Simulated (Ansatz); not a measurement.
BeTe (wurtzite, space group No. 186), plane-wave PAW LDA (Ansatz code). The conduction-band minimum lies at K, with 2 equivalent valleys. Second derivatives d²E/dk² of the lowest band at one valley (eV·Å²), along Cartesian directions:

```json
[
 {"direction": "[100]", "d²E/dk²": "16.99"},
 {"direction": "[010]", "d²E/dk²": "16.99"},
 {"direction": "[001]", "d²E/dk²": "28.73"},
 {"direction": "[110]", "d²E/dk²": "16.99"},
 {"direction": "[101]", "d²E/dk²": "22.86"},
 {"direction": "[011]", "d²E/dk²": "22.86"}
]
```

Task: Find the principal effective masses, the density-of-states mass and the conductivity mass.

Result: Off-diagonal terms follow from H_xy = H[110] − (H_xx + H_yy)/2, and m*/mₑ = 7.620 eV·Å² over each eigenvalue: 0.27, 0.45, 0.45. One valley's DOS mass (m₁m₂m₃)^(1/3) = 0.38, conductivity mass 3/(Σ 1/mᵢ) = 0.36 mₑ.

Task: What effective density of states Nc follows at 300 K for parabolic valleys?

Result: Nc = 2.509e19 × 2 × (0.38)^(3/2) ≈ 1.2e19 cm⁻³.

Space group P6_3mc (wurtzite). The first step of the workflow began from a Materials Project structure, measured or hypothetical; the Crystallography Open Database copy checked does not list it. COD files the formula under space group No. 216, so this cell is another polymorph or a model. Whether it is the stable phase at ambient conditions was not checked. The LDA relaxation kept the symmetry of its start; of distortions, only those at the zone centre were tested. Spin–orbit coupling is left out wherever it is not named.

Potentials: the later of the program's two PAW sets.

Edges and masses are those of Kohn–Sham bands, whose gap is no quasiparticle gap.
